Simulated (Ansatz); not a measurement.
## Is this Sb3Se structure stable?

The structure comes from a generated guess, relaxed at this level; another structure or a mixture of phases may lie lower.

These are results of DFT PBE, scalar-relativistic, plane waves, PAW (Ansatz 0.2.0), not measurements. The final run on the 4-atom cell used 420 eV, a Γ-centred 12×12×12 mesh, 0.10 eV smearing and no spin polarisation.

```
Sb Se
1.0
    -3.05985    3.05985    3.05985
     3.05985   -3.05985    3.05985
     3.05985    3.05985   -3.05985
Sb Se
3 1
Direct
  0.00000 0.50000 0.50000
  0.50000 0.00000 0.50000
  0.50000 0.50000 0.00000
  0.00000 0.00000 0.00000
```

Formation energies are uncorrected and refer to the elements' standard structures at the same level.

Problem. These tests were run: energy against the elements; phonons at Γ; elastic tensor. What do they show?

Solution.

| test | result |
| --- | --- |
| energy against the elements | 0.00 eV/atom |
| phonons at Γ | lowest optical mode 38 cm⁻¹ |
| elastic tensor | least eigenvalue 7 GPa |

It fails none of these tests outright. Other phases of the system weren't compared here, so this isn't yet thermodynamic stability. Phonons away from Γ weren't computed. Undecided within the accuracy: energy against the elements and elastic tensor.

For metals, differences of a few meV/atom aren't resolved. Spin–orbit coupling, which can matter for Sb, is left out. An odd number of electrons in the primitive cell allows no gap without spin; a larger cell or a magnetic state could open one. The reference form of Se is held partly by dispersion forces, which this level lacks. The run for the phonons used a 12×12×12 k mesh and Fermi–Dirac smearing of 0.15 eV. The run for the elastic tensor used a 12×12×12 k mesh and Fermi–Dirac smearing of 0.15 eV.
